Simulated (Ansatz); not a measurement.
Given:

Te (trigonal-Te type, space group P3_121)

```
Te
1.0
    4.62412     0.00000     0.00000
   -2.31206     4.00460     0.00000
    0.00000     0.00000     5.90339
Te
3
Cartesian
  1.17154   0.00000   1.96780
 -0.58577   1.01458   3.93559
  1.72629   2.99002   0.00000
```

This relaxed cell (volume V₀) is scaled evenly in all directions, its shape held. The atoms relax within the cell's symmetry.

These are r2SCAN (plane waves to 500 eV, PAW, scalar-relativistic; Ansatz, a quantum-chemistry and plane-wave program) values and carry that method's errors. k mesh 8×8×6 (Γ-centred), Fermi-Dirac smearing 0.05 eV. Energies are smeared free energies. Compression counts positive. With the shape held, the modulus is that of even scaling; a crystal free to change shape is softer. Spin-orbit coupling is left out, though Te is heavy. Te was relaxed with its symmetry unable to fall. The zero of ΔE is the relaxed starting cell.

The scan covers V/V₀ from 0.900 to 1.100 in 13 points.

**Question.** What bulk modulus at fixed cell shape B₀ follows from a third-order Birch-Murnaghan fit?

**Answer.** 19.8 GPa.

**Question.** What is the fitted pressure derivative B₀′?

**Answer.** 6.0.

(Under strain, the slope of the energy per volume gives the stress and its curvature an elastic modulus.)
